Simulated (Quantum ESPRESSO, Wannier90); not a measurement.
## Tight-binding from DFT: HgO (P3₂21)

```xyz
6
Lattice="3.7473 0.0000 0.0000 -1.8737 3.2453 0.0000 0.0000 0.0000 8.8990" Properties=species:S:1:pos:R:3 pbc="T T T"
Hg    -0.4397    -0.7616     0.0000
Hg     0.8794     0.0000    -2.9663
Hg    -0.4397     0.7616     2.9663
O      0.8336     1.4439     4.4495
O     -1.6673     0.0000     1.4832
O      0.8336    -1.4439    -1.4832
```

Cell from Materials Project (mp-1077107), symmetrised, no further relaxation. Not found in the COD (Crystallography Open Database) copy used, which has the formula in other groups; not checked further. Method: PBEsol plane waves in Quantum ESPRESSO 7.5 (PseudoDojo norm-conserving files, 68 Ry, no spin polarisation, no spin-orbit coupling), Bloch states on a 6×6×4 mesh through Γ, Wannier90 4.0.1. Density: 12×12×4 mesh, Gaussian smearing 0.01 Ry. The cell is built of weakly bound layers, chains or molecules. Database cells relaxed without dispersion often hold them too far apart, which can enlarge gaps and weakens couplings between them; spacing and stacking were not compared with the measured crystal. Spin-orbit coupling is left out although heavy elements are present.

A tight-binding model is made by disentanglement and projection with no localisation steps (num_iter = 0), so the 24 orbitals stay atom-like: hydrogen-like Hg: s;p; O: s;p, axes along x, y, z; frozen window up to 2.71 eV relative to the valence-band maximum. It follows pw.x to 1.3 meV rms for states up to 2.2 eV relative to the valence-band maximum. Matrix elements depend on this choice of orbitals and windows. Bands 16–30 (Hg 5d 88 %, O 2p 10 %) lie between the kept ones and are excluded.

**Question.** What are the on-site energies relative to the valence-band maximum, and how fast do the hoppings decay?

**Answer.** 
```json
[
 {"atom": "Hg1", "orbitals": "s", "energy (eV)": "1.51"},
 {"atom": "Hg1", "orbitals": "pz", "energy (eV)": "9.93"},
 {"atom": "Hg1", "orbitals": "px", "energy (eV)": "9.39"},
 {"atom": "Hg1", "orbitals": "py", "energy (eV)": "8.35"},
 {"atom": "Hg2", "orbitals": "s", "energy (eV)": "1.51"},
 {"atom": "Hg2", "orbitals": "pz py", "energy (eV)": "9.93"},
 {"atom": "Hg2", "orbitals": "px", "energy (eV)": "7.83"},
 {"atom": "Hg3", "orbitals": "s", "energy (eV)": "1.51"},
 {"atom": "Hg3", "orbitals": "pz", "energy (eV)": "9.93"},
 {"atom": "Hg3", "orbitals": "px", "energy (eV)": "9.39"},
 {"atom": "Hg3", "orbitals": "py", "energy (eV)": "8.35"},
 {"atom": "O4", "orbitals": "s", "energy (eV)": "-16.30"},
 {"atom": "O4", "orbitals": "pz", "energy (eV)": "-0.36"},
 {"atom": "O4", "orbitals": "px", "energy (eV)": "-0.60"},
 {"atom": "O4", "orbitals": "py", "energy (eV)": "-0.69"},
 {"atom": "O5", "orbitals": "s", "energy (eV)": "-16.30"},
 {"atom": "O5", "orbitals": "pz", "energy (eV)": "-0.36"},
 {"atom": "O5", "orbitals": "px", "energy (eV)": "-0.74"},
 {"atom": "O5", "orbitals": "py", "energy (eV)": "-0.56"},
 {"atom": "O6", "orbitals": "s", "energy (eV)": "-16.30"},
 {"atom": "O6", "orbitals": "pz", "energy (eV)": "-0.36"},
 {"atom": "O6", "orbitals": "px", "energy (eV)": "-0.60"},
 {"atom": "O6", "orbitals": "py", "energy (eV)": "-0.69"}
]
```

| distance of the centres (Å) | largest modulus (eV) |
|---|---|
| 1–2 | 1.6 |
| 2–3 | 1.2 |
| 3–4 | 1.3 |
| 4–5 | 0.23 |
| 5–6 | 0.19 |
| 6–7 | 0.10 |
| 7–8 | 0.050 |
| 8–9 | 0.021 |
